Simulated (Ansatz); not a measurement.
The start is a generated cell, Nb placed in the hcp structure type. The cell and all atomic positions are relaxed at zero pressure with r2SCAN (plane waves to 500 eV, PAW, scalar-relativistic; Ansatz, a first-principles code). The first steps use a coarse 13×13×7 k-mesh.

The start:
```
Nb
1.0
    2.94563     0.00000     0.00000
   -1.47281     2.55099     0.00000
    0.00000     0.00000     4.78250
Nb
2
Direct
  0.33333   0.66667   0.25000
  0.66667   0.33333   0.75000
```

```yaml
initial_pressure: "+5.8 GPa (positive: the cell is compressed)"
outcome: The space group stays P6₃/mmc (No. 194) (the run could not lower it); the end is hcp (Mg type), with 2 atoms in the primitive cell
volume_change: +3.3 %, from 17.97 to 18.56 Å³/atom
optimiser_moves: 15
```

Relaxed structure:

Space group P6₃/mmc (No. 194); a = b = 2.8586 Å, c = 5.2458 Å, α = β = 90.00°, γ = 120.00°

```
atom  site  symmetry       x       y       z
----  ----  --------  ------  ------  ------
Nb      2d      -6m2  0.6667  0.3333  0.2500
```

Final values are on a 19×19×9 k-mesh of the relaxed cell. No spin polarisation in the result.

The run could not lower the symmetry of its start; a shaken copy of this end point relaxes with r2SCAN to R-3m (No. 166) at a tolerance of 0.01 Å, Im-3m (No. 229) at 0.1 Å, 0.31 eV/atom lower.

The relaxed structure here is a generated cell of Nb: the first start was made by placing the elements on the sites of a structure type, and the end was not matched to a known phase here, so it may be hypothetical. Known forms of Nb include space group No. 229.
